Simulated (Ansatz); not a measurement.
**Computed properties of Si2Mo**

Si2Mo:
```cif
data_Mo2Si4
_chemical_formula_sum 'Si4 Mo2'
_space_group_name_H-M_alt 'P 1'
_space_group_IT_number 1
_cell_length_a 5.95051
_cell_length_b 4.94721
_cell_length_c 4.64234
_cell_angle_alpha 76.635
_cell_angle_beta 53.986
_cell_angle_gamma 49.379
loop_
_space_group_symop_operation_xyz
  'x, y, z'
loop_
_atom_site_label
_atom_site_type_symbol
_atom_site_fract_x
_atom_site_fract_y
_atom_site_fract_z
_atom_site_occupancy
Si1 Si 0.66340 0.33660 0.66340 1
Si2 Si 0.33660 0.66340 0.33660 1
Si3 Si 0.58660 0.91340 0.58660 1
Si4 Si 0.91340 0.58660 0.91340 1
Mo1 Mo 0.00000 0.00000 0.00000 1
Mo2 Mo 0.25000 0.25000 0.25000 1
```

Space group Fddd (No. 70); conventional cell a = 4.6082 Å, b = 8.0604 Å, c = 8.7558 Å, α = 90.00°, β = 90.00°, γ = 90.00°.

Method: DFT-PBE in the program Ansatz with PAW potentials. The cell and atoms are relaxed at this level. Other levels are named where they apply.

**Cell and energy**

Volume per atom: 13.55 Å³
Density: 6.21 g/cm³
Formation energy from the elements (no fitted shifts): -0.42 eV/atom

**Electronic structure**

* **Electronic character**: metallic (no gap)
* **Density of states at the Fermi level**: 0.12 states/eV per atom (mean over ±0.08 eV)

**Mechanics**

- Bulk modulus (Birch–Murnaghan fit): 189 GPa
- Pressure derivative B′: 6.0

A made-up cell: these elements were put on the sites of a structure type; neither database checked (COD, Materials Project) lists it. It is not the phase usual at ambient conditions (space group No. 139). The cell was relaxed with PBE under the symmetry of its start; its stability against distortions is not shown here. No spin polarisation was allowed. The references are the lowest solids computed at this level, not always the standard phases. Scalar-relativistic: spin–orbit coupling is off unless named, which matters more the heavier the elements.

Potentials: the later of the program's two PAW sets.
